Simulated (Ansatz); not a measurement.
**TiO2 with sulfur replacing O: gradients before and after relaxing the atoms**

Start: a supercell of TiO2 (space group Pbca) built from an entry of the Crystallography Open Database (COD), with all atoms left at the host's positions.

```yaml
crystal:
  lattice:
    - [0.00000, 9.18500, 5.44700]
    - [5.14500, 0.00000, 5.44700]
    - [5.14500, 9.18500, 0.00000]
  atoms:
    - { symbol: Ti, position: [0.44350, 0.44350, 0.68350] }
    - { symbol: Ti, position: [0.94350, 0.94350, 0.18350] }
    - { symbol: Ti, position: [0.92950, 0.18350, 0.44350] }
    - { symbol: Ti, position: [0.42950, 0.68350, 0.94350] }
    - { symbol: Ti, position: [0.18350, 0.42950, 0.44350] }
    - { symbol: Ti, position: [0.68350, 0.92950, 0.94350] }
    - { symbol: Ti, position: [0.44350, 0.94350, 0.42950] }
    - { symbol: Ti, position: [0.94350, 0.44350, 0.92950] }
    - { symbol: Ti, position: [0.05650, 0.05650, 0.81650] }
    - { symbol: Ti, position: [0.55650, 0.55650, 0.31650] }
    - { symbol: Ti, position: [0.57050, 0.31650, 0.05650] }
    - { symbol: Ti, position: [0.07050, 0.81650, 0.55650] }
    - { symbol: Ti, position: [0.31650, 0.07050, 0.05650] }
    - { symbol: Ti, position: [0.81650, 0.57050, 0.55650] }
    - { symbol: Ti, position: [0.05650, 0.55650, 0.07050] }
    - { symbol: Ti, position: [0.55650, 0.05650, 0.57050] }
    - { symbol: S, position: [0.33000, 0.56500, 0.90000] }
    - { symbol: O, position: [0.83000, 0.06500, 0.40000] }
    - { symbol: O, position: [0.70500, 0.40000, 0.56500] }
    - { symbol: O, position: [0.20500, 0.90000, 0.06500] }
    - { symbol: O, position: [0.40000, 0.20500, 0.33000] }
    - { symbol: O, position: [0.90000, 0.70500, 0.83000] }
    - { symbol: O, position: [0.56500, 0.83000, 0.20500] }
    - { symbol: O, position: [0.06500, 0.33000, 0.70500] }
    - { symbol: O, position: [0.17000, 0.93500, 0.60000] }
    - { symbol: O, position: [0.67000, 0.43500, 0.10000] }
    - { symbol: O, position: [0.79500, 0.10000, 0.93500] }
    - { symbol: O, position: [0.29500, 0.60000, 0.43500] }
    - { symbol: O, position: [0.10000, 0.29500, 0.17000] }
    - { symbol: O, position: [0.60000, 0.79500, 0.67000] }
    - { symbol: O, position: [0.93500, 0.67000, 0.29500] }
    - { symbol: O, position: [0.43500, 0.17000, 0.79500] }
    - { symbol: O, position: [0.01750, 0.82750, 0.99250] }
    - { symbol: O, position: [0.51750, 0.32750, 0.49250] }
    - { symbol: O, position: [0.16250, 0.99250, 0.32750] }
    - { symbol: O, position: [0.66250, 0.49250, 0.82750] }
    - { symbol: O, position: [0.49250, 0.16250, 0.01750] }
    - { symbol: O, position: [0.99250, 0.66250, 0.51750] }
    - { symbol: O, position: [0.32750, 0.01750, 0.66250] }
    - { symbol: O, position: [0.82750, 0.51750, 0.16250] }
    - { symbol: O, position: [0.48250, 0.67250, 0.50750] }
    - { symbol: O, position: [0.98250, 0.17250, 0.00750] }
    - { symbol: O, position: [0.33750, 0.50750, 0.17250] }
    - { symbol: O, position: [0.83750, 0.00750, 0.67250] }
    - { symbol: O, position: [0.00750, 0.33750, 0.48250] }
    - { symbol: O, position: [0.50750, 0.83750, 0.98250] }
    - { symbol: O, position: [0.17250, 0.48250, 0.83750] }
    - { symbol: O, position: [0.67250, 0.98250, 0.33750] }
```

Atoms are numbered from 1 in the order listed; like atoms form one site, named after its first atom.

Method: Kohn–Sham DFT in Ansatz, PBE, plane waves and PAW, scalar-relativistic, 420 eV cutoff, Γ-centred 3×3×3 k-points, Fermi–Dirac smearing 0.01 eV.

The largest force at the start is 8.9 eV/Å. Relaxing the ions at fixed cell moves them by 0.603 Å at most (atom 17, S) and 0.171 Å rms.

| site | atom | moved (Å) | first shell before | first shell after | V_zz before (10²¹ V/m²) | η before |
| --- | --- | --- | --- | --- | --- | --- |
| Ti1 | 1 | 0.195 | 5 O at 1.92–1.99 Å, 1 S at 1.98 Å | 5 O at 1.81–2.12 Å, 1 S at 2.30 Å | -4.55 | 0.28 |
| Ti2 | 2 | 0.157 | 6 O at 1.92–1.99 Å | 6 O at 1.85–2.08 Å | 1.39 | 0.05 |
| Ti3 | 3 | 0.148 | 6 O at 1.92–1.99 Å | 6 O at 1.86–2.06 Å | 1.41 | 0.12 |
| Ti4 | 4 | 0.328 | 5 O at 1.92–1.99 Å, 1 S at 1.96 Å | 5 O at 1.81–2.10 Å, 1 S at 2.37 Å | -4.43 | 0.53 |
| Ti7 | 7 | 0.144 | 6 O at 1.92–1.99 Å | 6 O at 1.84–2.08 Å | 1.40 | 0.11 |
| Ti8 | 8 | 0.147 | 6 O at 1.92–1.99 Å | 6 O at 1.82–2.07 Å | 1.52 | 0.23 |
| Ti11 | 11 | 0.136 | 6 O at 1.92–1.99 Å | 6 O at 1.85–2.09 Å | 1.40 | 0.16 |
| Ti12 | 12 | 0.178 | 6 O at 1.92–1.99 Å | 6 O at 1.83–2.14 Å | 1.37 | 0.23 |
| Ti13 | 13 | 0.393 | 6 O at 1.92–1.99 Å | 6 O at 1.87–2.24 Å, 1 S at 2.59 Å | 1.54 | 0.17 |
| Ti15 | 15 | 0.299 | 5 O at 1.92–1.98 Å, 1 S at 1.99 Å | 5 O at 1.82–2.16 Å, 1 S at 2.32 Å | -2.21 | 0.13 |
| Ti16 | 16 | 0.148 | 6 O at 1.92–1.99 Å | 6 O at 1.87–2.05 Å | 1.43 | 0.16 |
| S | 17 | 0.603 | 3 Ti at 1.96–1.99 Å | 4 Ti at 2.30–2.59 Å | 5.07 | 0.25 |
| O22 | 22 | 0.023 | 3 Ti at 1.96–1.99 Å | 3 Ti at 1.88–2.14 Å | 2.41 | 0.74 |
| O29 | 29 | 0.352 | 3 Ti at 1.96–1.99 Å | 3 Ti at 1.92–2.05 Å | 2.60 | 0.60 |
| O40 | 40 | 0.092 | 3 Ti at 1.92–1.95 Å | 3 Ti at 1.82–1.99 Å | 2.06 | 0.27 |
| O43 | 43 | 0.249 | 3 Ti at 1.92–1.95 Å | 3 Ti at 1.89–1.99 Å | 2.11 | 0.40 |

Task: What are V_zz and η after the relaxation?

Result: 

```tsv
site	atom	V_zz after	η after	change of V_zz
Ti1	1	-4.02	0.15	+0.53
Ti2	2	3.59	0.85	–
Ti3	3	3.71	0.85	–
Ti4	4	-2.94	0.37	–
Ti7	7	2.36	0.76	–
Ti8	8	-2.27	0.76	–
Ti11	11	-3.58	0.82	–
Ti12	12	-3.11	0.78	–
Ti13	13	6.00	0.56	+4.46
Ti15	15	-5.72	0.49	-3.51
Ti16	16	2.47	0.85	–
S	17	3.36	0.74	-1.71
O22	22	2.16	0.90	-0.25
O29	29	-2.92	0.44	–
O40	40	1.93	0.88	-0.13
O43	43	2.71	0.99	+0.60
```

The largest change of V_zz along a kept axis is on Ti13, from 1.54 to 6.00. Where |V_zz| stays above 0.1 and the axes keep their order, η moves most on O40, from 0.27 to 0.88. On Ti15 V_xx and V_yy change places (or their axes turn by over 50°), so the two values of η hide a larger change. On Ti4, O29, Ti8, Ti16, Ti3, Ti11, Ti7, Ti2 and 20 more sites (not all in the table) the largest principal value lies along another axis in the second run, so the two V_zz can't be compared directly. The table leaves out 32 of the 48 sites, with |V_zz| up to 2.90; their tensors move by 2.42 at most along any direction. The statements above cover all sites. The host's own positions weren't relaxed first, so part of the change far from the defect can be the host's relaxation.

The defect repeats with the cell of 48 atoms, so it feels its images: sites between two images don't show the values beside a lone defect, and zeros or small values of η there can come from the images' arrangement. O and Ti carry a gradient in the pure host already, so the values there aren't the defect's effect alone.
Before: Forces reach 0.8 eV/Å even beyond 5.5 Å from the defect, so the host's positions may themselves be off equilibrium. The cell keeps the host's lattice, where the PBE pressure is 12 GPa. The neighbours have not yet relaxed around the defect (largest force 8.9 eV/Å), so the values at and beside it are those of a strained start, not of the defect in a real crystal.
After: The cell keeps the host's lattice, where the PBE pressure is 9 GPa.
